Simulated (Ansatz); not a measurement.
Method: PBE+U (U_eff = 3.3 eV on X's open shell), scalar-relativistic; collinear spin; PAW, 420 eV, 6×6×6 k-mesh, Gaussian smearing of 0.05 eV; code Ansatz. The datasets are Ansatz's generated set soft_2.

A crystal of composition XCl3, relaxed at this level of theory, gives this pattern between 10° and 80°.

Cu Kα1 powder pattern (kinematic, no thermal factors).
2θ (°) (relative intensity): 18.55 (100), 26.35 (5), 32.42 (7), 37.61 (44), 42.25 (42), 46.51 (3), 54.24 (27), 57.84 (19), 61.29 (1), 64.63 (2), 67.88 (9), 71.06 (8), 74.18 (1)

Which lattice and cell does the pattern come from?

Cubic, space group Pm-3m (No. 221), a = 4.779 Å, b = 4.779 Å, c = 4.779 Å, α = 90.00°, β = 90.00°, γ = 90.00°. The line positions fix the lattice at most, not the space group, and lines under 1 % of the strongest aren't listed; this is the group of the computed cell.

A compound XCl3 has these computed properties.

```
Band gap                             : zero (metallic)
Density of states at the Fermi level : about 1 states/(eV·atom)
Magnetic state                       : ferromagnetic (the only order tried)
Site spin moments                    : X 2.44; Cl -0.10 μB
Spin moment of the cell              : 2.18 μB
Bulk modulus (Birch–Murnaghan)       : 32 GPa
Pressure derivative B0′              : 5.4
```

Sites: X on 1a, Cl on 3d.

Which element is X?
A. Co
B. Ni
C. Mn
D. Cu

A. X is Co, so the compound is CoCl3.

The cell came from substitution into a structure type; no database entry of this phase was matched, which doesn't show that none exists. The ideal cubic cell shuts out tilts of the octahedra, which such structures often take.

Open d and f shells can converge to several self-consistent states; this is the one that the run reached. The program warned that the potential is rough where the density is thin (voids or gaps), so long spacings are poorly fixed. The order of the orbitals lowers the symmetry, along an axis that is one of several equivalent ones. Site moments are of spin, integrated over atomic spheres. The moments were started parallel, and the real magnetic order may be another.
